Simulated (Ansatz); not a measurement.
A trial cell of GePtBr₆, before relaxation:

```cif
data_structure
_symmetry_space_group_name_H-M 'P 1'
_symmetry_Int_Tables_number 1
_cell_length_a 7.6698
_cell_length_b 7.6698
_cell_length_c 7.6698
_cell_angle_alpha 60.000
_cell_angle_beta 60.000
_cell_angle_gamma 60.000
_cell_volume 319.04
loop_
_atom_site_label
_atom_site_type_symbol
_atom_site_fract_x
_atom_site_fract_y
_atom_site_fract_z
_atom_site_occupancy
Ge1 Ge 0.00000 0.00000 0.00000 1
Pt1 Pt 0.50000 0.50000 0.50000 1
Br1 Br 0.74823 0.25177 0.25177 1
Br2 Br 0.25177 0.74823 0.74823 1
Br3 Br 0.25177 0.74823 0.25177 1
Br4 Br 0.74823 0.25177 0.74823 1
Br5 Br 0.25177 0.25177 0.74823 1
Br6 Br 0.74823 0.74823 0.25177 1
```

Computed with Ansatz, DFT PBE, scalar-relativistic, plane waves, PAW. Cutoff 420 eV, Gaussian smearing, Γ-centred meshes. Cell and atoms relax first on a coarse mesh and then on a converged one. In between, the cell is made exact in the group found at 0.06 Å. The steps can't lower the symmetry of their start. No spin polarisation.

A guess keeps its type if space group and coordination stay and the shape of the cell changes little (axis ratios within about 15 %, angles within 6°); the volume may change.

Task: Does this structure survive the relaxation?

Result: It keeps its type. The symmetry stays Fm-3m (No. 225). The volume per atom shrinks by 9.7 %, from 39.9 to 36.0 Å³. The shortest distance goes from 2.69 Å (Pt–Br) to 2.53 Å (Pt–Br). Counting neighbours within 15 % of an atom's shortest distance, the start has Br 2, Ge 6, Pt 6 and the end Br 2, Ge 6, Pt 6.

Formation energies are uncorrected and refer to the elements' standard structures at the same level. The references include crystalline Br.

Task: At what energy does it end?

Result: −0.191 eV/atom. Whether it is stable depends on the other phases of the system, which aren't compared here.

The last run used a 6×6×6 mesh for its 8-atom cell and Gaussian smearing of 0.01 eV. Spin–orbit coupling, which can matter for Pt, is left out. The reference form of Br is held partly by dispersion forces, which this level lacks. Symmetry constrained the relaxation, so the result can be a saddle point.
